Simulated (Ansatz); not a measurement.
TaTe (rock salt, space group No. 225) at seven volumes, PBEsol (plane waves, PAW; program Ansatz), scaled uniformly. One row is withheld.

| V (Å³/atom) | P (GPa) |
|---|---|
| 20.212 | ? |
| 20.879 | 8.35 |
| 21.545 | 3.83 |
| 22.211 | 0.00 |
| 22.878 | -3.27 |
| 23.544 | -6.05 |
| 24.210 | -8.42 |

Fit the shown pressures and predict the withheld one.

Third-order Birch–Murnaghan: P = (3/2)B₀(x^(7/2) − x^(5/2))[1 + (3/4)(B′ − 4)(x − 1)] with x = (V₀/V)^(2/3). Least squares on the six rows gives V₀ = 22.211 Å³/atom, B₀ = 117.9 GPa, B′ = 4.38. At V = 20.212, x = 1.0649 and P = 13.68 GPa. The run itself gave 13.77 GPa.

Space group Fm-3m (rock salt). The start of the workflow was typed in or built on a structure type; neither database checked (COD, Materials Project) lists it. Its standing as an ambient phase is unchecked. The cell was relaxed with PBEsol under the symmetry of its start. At this level the phase is mechanically unstable. No spin polarisation was allowed. Its formation energy is positive at this level, so the cell may be metastable or incomplete. Scalar-relativistic: spin–orbit coupling is off unless named, which matters more the heavier the elements.

Potentials: the later of the program's two PAW sets.
